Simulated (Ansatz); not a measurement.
**Relaxing an invented Na2Ru structure**

The calculation used Ansatz, DFT PBE, scalar-relativistic, plane waves, PAW. Cutoff 420 eV, Gaussian smearing, Γ-centred meshes. Cell and atoms relax first on a coarse mesh and then on a finer one. In between, the cell is made exact in the group found at 0.06 Å. In metals the finer mesh still leaves noise of several meV/atom or more. The steps can't lower the symmetry of their start. Collinear spin is switched on along the way, since trial moments persisted in a coarse test.

The cell of Na2Ru is invented: random cell by space group and Wyckoff sites (P6/mmm, No. 191). Lengths were set from tabulated atomic sizes, so they are only a guess.

```cif
data_structure
_symmetry_space_group_name_H-M 'P6/mmm'
_symmetry_Int_Tables_number 191
_cell_length_a 4.2759
_cell_length_b 4.2759
_cell_length_c 3.5007
_cell_angle_alpha 90.000
_cell_angle_beta 90.000
_cell_angle_gamma 120.000
_cell_volume 55.43
loop_
_atom_site_label
_atom_site_type_symbol
_atom_site_symmetry_multiplicity
_atom_site_Wyckoff_symbol
_atom_site_fract_x
_atom_site_fract_y
_atom_site_fract_z
_atom_site_occupancy
Na1 Na 2 d 0.33333 0.66667 0.50000 1
Ru1 Ru 1 b 0.00000 0.00000 0.50000 1
```

The zero of energy is the elements' standard structures at the same level; no fitted shifts are applied.

Problem. What does it relax into?

Solution. The symmetry stays P6/mmm (No. 191). The volume per atom grows by 8.8 %, from 18.5 to 20.1 Å³. The shortest distance goes from 2.47 Å (Na–Ru and Na–Na) to 2.46 Å (Na–Na and Ru–Ru). The ratio c/a of the conventional cell changes by a factor of 0.56. The energy falls by about 1.4 eV/atom (the start's value is from the coarse mesh). Conventional cell: a = 5.321 Å, c = 2.460 Å. Na is surrounded by 2 Na at 2.46 Å, 3 Na at 3.07 Å and 3 Ru at 3.07 Å; Ru has 2 Ru at 2.46 Å and 6 Na at 3.07 Å.

```yaml
crystal:
  lattice:
    - [5.32093, 0.00000, 0.00000]
    - [-2.66046, 4.60806, 0.00000]
    - [0.00000, 0.00000, 2.45996]
  atoms:
    - { symbol: Na, position: [0.33333, 0.66667, 0.50000] }
    - { symbol: Na, position: [0.66667, 0.33333, 0.50000] }
    - { symbol: Ru, position: [0.00000, 0.00000, 0.50000] }
```

Problem. How does it come out in energy, and is it a metal?

Solution. The formation energy is +0.79 eV/atom, the gap on the 12×12×18 mesh of the 3-atom cell is 0 eV (a metal) and the net moment per atom is 0.15 μB. The moment by site is Ru 0.4 μB.

The separate elements lie lower, so it is unstable against them.

The last run used collinear spin and Gaussian smearing of 0.10 eV. Another magnetic order may lie lower. Symmetry constrained the relaxation, so the result can be a saddle point. Site moments count only spheres around the atoms; the net moment includes the space between them.
